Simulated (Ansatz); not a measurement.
A plane-wave DFT run in Ansatz 0.2.0 (scalar-relativistic PAW potentials unless the input names others): input and command.

```yaml
crystal:
  lattice:
    - [-0.188267687, 1.6944091832, 1.6944091832]
    - [1.6944091832, -0.188267687, 1.6944091832]
    - [1.6944091832, 1.6944091832, -0.188267687]
  atoms:
    - { symbol: C, position: [0.5, 0.5, 0.5] }
    - { symbol: C, position: [0.75, 0.75, 0.75] }
basis:
  ecutwfc: 420
kpoints:
  mp_grid: { grid: [12, 11, 13] }
hamiltonian:
  xc: lda
scf:
  occupations: { method: gaussian, width: 0.05 }
  max_iter: 50
output:
  forces: true
  eigenvalues: true
  stress: true
```

```bash
ansatz run input.yaml --threads 1 --pin off --max-ram 2560MiB --backend cpu --events-out ev --progress --plain --runs-dir out
```

Abridged log:
```
Warning: crystal.symmetry: narrowed to the stabiliser of the k-point mesh — unitary ops 12 → 2; excluded 10 operations that carry a point of the 12×11×13 mesh (shift [0, 0, 0]) off the mesh (the run samples exactly the mesh kpoints.mp_grid names, as under crystal.symmetry.detect: false, and its converged state has the mesh's symmetry, not the crystal's; ε∞, the Born charges and the force constants of a linear response (`dielectric:` by the response, `phonons.method: dfpt`) are averaged over those of the crystal's operations that the state keeps within a tolerance, where `mesh_tensors`, `unaver ...
Basis set: ecut = 420 eV, 211 PW (Γ)
Bands: 8, of which v1, the nominal top of the filled ones, is band 4 counted from 1 (3 counted from 0)
Symmetry: 2 space group operations
k-points: 859 of 1716
SCF iter   1: F=—  HF=-485.224931 eV  |F-HF|=—  |Δ(HF+E_count)|=         —  Δρ=1.14e-2  dr2=6.00e-3  ethr=1.77e-3  ⟨swp⟩=4.7  Hψ=44418  notcnv=0
SCF iter   2: F=—  HF=-485.223361 eV  |F-HF|=—  |Δ(HF+E_count)|=   1.57e-3  Δρ=5.44e-3  dr2=1.22e-3  ethr=7.49e-5  ⟨swp⟩=1.0  Hψ=13744  notcnv=0
SCF iter   3: F=—  HF=-485.223020 eV  |F-HF|=—  |Δ(HF+E_count)|=   3.41e-4  Δρ=2.66e-4  dr2=3.08e-6  ethr=1.52e-5  ⟨swp⟩=1.0  Hψ=6872  notcnv=0
SCF iter   4: F=—  HF=-485.223019 eV  |F-HF|=—  |Δ(HF+E_count)|=   1.53e-6  Δρ=4.46e-5  dr2=1.10e-7  ethr=3.85e-8  ⟨swp⟩=2.1  Hψ=10135  notcnv=0
SCF iter   5: F=-485.223019 eV  HF=-485.223019 eV  |F-HF|=1.06e-9  |Δ(HF+E_count)|=   1.04e-8  Δρ=5.38e-6  dr2=1.93e-9  ethr=1.37e-9  ⟨swp⟩=2.2  Hψ=10310  notcnv=0
SCF iter   6: F=-485.223019 eV  HF=-485.223019 eV  |F-HF|=3.96e-11  |Δ(HF+E_count)|=  7.58e-10  Δρ=8.95e-7  dr2=6.73e-11  ethr=2.41e-11  ⟨swp⟩=1.0  Hψ=20975  notcnv=0
SCF 1 converged in 6 iterations: F = -485.223019 eV  dr2 = 6.73e-11
SCF converged after 6 iterations
Free energy (F): -485.223019 eV
Harris-Foulkes:  -485.223019 eV  (|F-HF|=3.96e-11)
Internal energy: -485.223019 eV  (E = F + TS)
E sigma→0 (E₀):  -485.223019 eV
Fermi energy:    14.534595 eV
--- Forces (eV/Å), atoms counted from 1 ---
  atom   1  C     -1.30495264    -1.30500883    -1.30494048
  atom   2  C      1.30495264     1.30500883     1.30494048
--- Stress (GPa, compression-positive) ---
        3.317066      67.449575      67.452226
       67.449575       3.314875      67.449389
       67.452226      67.449389       3.318607
  P = ⅓ Tr σ = 3.3168 GPa (33.168 kbar)
```

One setting here is unusual or wrong in general: a mesh that breaks the symmetry (kpoints.mp_grid.grid: [12, 12, 12] → [12, 11, 13]). For this cell it did little harm to the result: the run converged in 6 SCF iterations (reference: 6) with an energy at zero smearing 0.02 meV/atom above the reference's, pressure 3.32 GPa, largest force 2.260 eV/Å, gap on the mesh 2.54 eV. The program drops the symmetry operations that the mesh breaks, which leaves more k-points to solve, 859 here. A reference run from the same start on usual settings converged with pressure 3.32 GPa, largest force 2.260 eV/Å, gap on the mesh 2.47 eV.

It took 5.7 s on 1 thread of Intel(R) Xeon(R) Processor @ 2.70GHz, on a shared host, peak memory 0.38 GiB.